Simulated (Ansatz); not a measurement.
Te:
```cif
data_Te3
_chemical_formula_sum 'Te3'
_space_group_name_H-M_alt 'P 1'
_space_group_IT_number 1
_cell_length_a 4.51650
_cell_length_b 4.51650
_cell_length_c 5.92523
_cell_angle_alpha 90.000
_cell_angle_beta 90.000
_cell_angle_gamma 120.000
loop_
_space_group_symop_operation_xyz
  'x, y, z'
loop_
_atom_site_label
_atom_site_type_symbol
_atom_site_fract_x
_atom_site_fract_y
_atom_site_fract_z
_atom_site_occupancy
Te1 Te 0.26082 0.00000 0.33333 1
Te2 Te 0.00000 0.26082 0.66667 1
Te3 Te 0.73918 0.73918 0.00000 1
```

Relaxed with r²SCAN+D4.

**Question.** Which orbitals make up the states near the band edges in r²SCAN+D4 (plane waves, PAW; program Ansatz)?

**Answer.** Top 1 eV of the valence band: Te 5p 94 %. Bottom 1 eV of the conduction band: Te 5p 90 %, Te 5s 5 %. Projections are on Löwdin-orthogonalised atomic valence shells; empty p or d shells of many metals are not among them.

**Question.** Tabulate the density of states.

**Answer.** States/eV per cell of 3 atoms, in 0.25 eV bins, energy from the valence-band maximum.

| E (eV) | total | Te 5p | Te 5s |
|---|---|---|---|
| -7.90 | 0.00 | 0.00 | 0.00 |
| -7.65 | 0.00 | 0.00 | 0.00 |
| -7.40 | 0.00 | 0.00 | 0.00 |
| -7.15 | 0.00 | 0.00 | 0.00 |
| -6.90 | 0.00 | 0.00 | 0.00 |
| -6.65 | 0.00 | 0.00 | 0.00 |
| -6.40 | 0.00 | 0.00 | 0.00 |
| -6.15 | 0.00 | 0.00 | 0.00 |
| -5.90 | 0.00 | 0.00 | 0.00 |
| -5.65 | 0.30 | 0.30 | 0.00 |
| -5.40 | 1.24 | 1.21 | 0.02 |
| -5.15 | 1.75 | 1.70 | 0.04 |
| -4.90 | 2.71 | 2.65 | 0.04 |
| -4.65 | 3.56 | 3.45 | 0.08 |
| -4.40 | 2.68 | 2.57 | 0.09 |
| -4.15 | 2.17 | 2.06 | 0.09 |
| -3.90 | 1.68 | 1.58 | 0.09 |
| -3.65 | 3.09 | 2.92 | 0.15 |
| -3.40 | 2.49 | 2.33 | 0.14 |
| -3.15 | 1.88 | 1.75 | 0.11 |
| -2.90 | 1.64 | 1.52 | 0.10 |
| -2.65 | 1.26 | 1.17 | 0.07 |
| -2.40 | 1.43 | 1.34 | 0.07 |
| -2.15 | 2.31 | 2.17 | 0.11 |
| -1.90 | 2.54 | 2.39 | 0.11 |
| -1.65 | 3.25 | 3.05 | 0.14 |
| -1.40 | 2.97 | 2.78 | 0.14 |
| -1.15 | 3.40 | 3.20 | 0.15 |
| -0.90 | 2.74 | 2.58 | 0.11 |
| -0.65 | 1.70 | 1.59 | 0.08 |
| -0.40 | 1.01 | 0.94 | 0.06 |
| -0.15 | 0.21 | 0.20 | 0.01 |
| 0.10 | 0.00 | 0.00 | 0.00 |
| 0.35 | 0.00 | 0.00 | 0.00 |
| 0.60 | 0.01 | 0.01 | 0.00 |
| 0.85 | 1.28 | 1.16 | 0.07 |
| 1.10 | 3.74 | 3.37 | 0.20 |
| 1.35 | 2.89 | 2.60 | 0.14 |
| 1.60 | 2.69 | 2.47 | 0.09 |
| 1.85 | 3.24 | 2.98 | 0.07 |
| 2.10 | 2.79 | 2.56 | 0.06 |
| 2.35 | 2.14 | 1.96 | 0.04 |
| 2.60 | 2.09 | 1.92 | 0.03 |
| 2.85 | 1.18 | 1.09 | 0.02 |
| 3.10 | 0.91 | 0.84 | 0.01 |
| 3.35 | 0.67 | 0.61 | 0.01 |
| 3.60 | 0.37 | 0.28 | 0.00 |
| 3.85 | 0.41 | 0.10 | 0.00 |
| 4.10 | 0.61 | 0.06 | 0.00 |
| 4.35 | 0.91 | 0.07 | 0.00 |
| 4.60 | 1.53 | 0.09 | 0.00 |
| 4.85 | 2.11 | 0.10 | 0.00 |
| 5.10 | 1.87 | 0.07 | 0.00 |

Space group P3_121 (trigonal Se type). Symmetry was held in the r²SCAN+D4 relaxation. Spin–orbit coupling is left out wherever it is not named.

Potentials: the earlier of the program's two PAW sets.
